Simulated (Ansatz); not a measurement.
AgCl in space group Cmcm (No. 63; Ag on 4c, Cl on 4c), DFT-r²SCAN in the program Ansatz with PAW potentials. The conduction-band minimum lies at Γ, with 1 equivalent valley. Second derivatives d²E/dk² of the lowest band at one valley (eV·Å²), along Cartesian directions:

```csv
direction,d²E/dk²
[100],31.83
[010],20.89
[001],30.61
[110],26.36
[101],31.23
[011],25.74
```

**Question.** Find the principal effective masses, the density-of-states mass and the conductivity mass.

**Answer.** Off-diagonal terms follow from H_xy = H[110] − (H_xx + H_yy)/2, and m*/mₑ = 7.620 eV·Å² over each eigenvalue: 0.24, 0.25, 0.36. One valley's DOS mass (m₁m₂m₃)^(1/3) = 0.28, conductivity mass 3/(Σ 1/mᵢ) = 0.27 mₑ.

**Question.** What effective density of states Nc follows at 300 K for parabolic valleys?

**Answer.** Nc = 2.509e19 × 1 × (0.28)^(3/2) ≈ 3.7e18 cm⁻³.

The workflow started from a Materials Project entry (that database holds measured and hypothetical structures alike); the Crystallography Open Database copy checked does not list it. It is not the phase usual at ambient conditions (space group No. 225). Symmetry was held in the r²SCAN relaxation; its stability against distortions is not shown here. The run is not spin-polarised. Spin–orbit coupling is left out wherever it is not named.

Potentials: the later of the program's two PAW sets.

Edges and masses are those of Kohn–Sham bands, whose gap is no quasiparticle gap.
